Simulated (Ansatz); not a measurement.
# B₃MoP₄: rattling a relaxed structure

It was reached by relaxing an invented guess, and it needn't be the stable form of this composition.

Level of theory: DFT PBE, scalar-relativistic, plane waves, PAW (Ansatz 0.2.0). Settings: cutoff 420 eV, Γ-centred mesh 8×8×8 on the computed 8-atom cell, Gaussian smearing of 0.10 eV; no spin polarisation.

The cell below (8 atoms, space group P-43m (No. 215)) is relaxed within its symmetry.

```
B Mo P
1.0
     4.83089    0.00000    0.00000
     0.00000    4.83089    0.00000
     0.00000    0.00000    4.83089
B Mo P
3 1 4
Direct
  0.50000 0.00000 0.00000
  0.00000 0.50000 0.00000
  0.00000 0.00000 0.50000
  0.50000 0.50000 0.50000
  0.23019 0.23019 0.23019
  0.76981 0.76981 0.23019
  0.76981 0.23019 0.76981
  0.23019 0.76981 0.76981
```

For the test it was strained at random (σ = 1.5 % a component), the atoms were moved at random (σ = 0.10 Å), and all was relaxed again on a coarse 4×4×4 mesh (in the run’s order of axes) with 0.20 eV smearing, with no symmetry imposed.

The cell is a metal run without spin; a magnetic state may lie lower.

Question: What happens?

Answer: It returns, within 1 meV/atom of the unmoved cell on that mesh and with the same symmetry when read at 0.1 Å. So it is stable against the distortions that fit this cell and that this random move excites. Modes that don't fit the cell aren't tested.
